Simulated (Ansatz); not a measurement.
**Turning moments in Fe**

System: Fe, a test cell of our own (not relaxed); the cell holds 1 atom.

```xyz
1
Lattice="-1.4645 1.4645 1.4645 1.4645 -1.4645 1.4645 1.4645 1.4645 -1.4645" Properties=species:S:1:pos:R:3 pbc="T T T"
Fe    0.0000    0.0000    0.0000
```

Atoms are numbered from 1 in the order listed.

All numbers below come from DFT, PBE, fully relativistic norm-conserving potentials, plane waves, spin-orbit coupling in Ansatz development build ahead of 0.2.0.

- Plane-wave cutoff: 1225 eV
- k-point mesh: 5×5×5 (Γ-centred)
- Occupations: Gaussian smearing, 0.1 eV
- Valence electrons: 16

With one magnetic atom in the cell its copies can only be parallel; orders in a larger cell may lie lower.

The mesh is coarse, so energy differences (and at times their sign) aren't converged.

Spins are non-collinear; moments are vectors (x, y, z) in μB.

The default search runs further SCF cycles only where the state itself hints at a lower one. With a search on, the program may also reshape the start on open shells.

Only this run was made, so its end need not be the lowest state of the cell.

Task: Start Fe1 (0.00, 0.00, 2.20); default search for lower states. What happens?

Result: It converges in 24 iterations: site vectors not recorded: net moment 2.88 μB, absolute moment 3.01 μB.
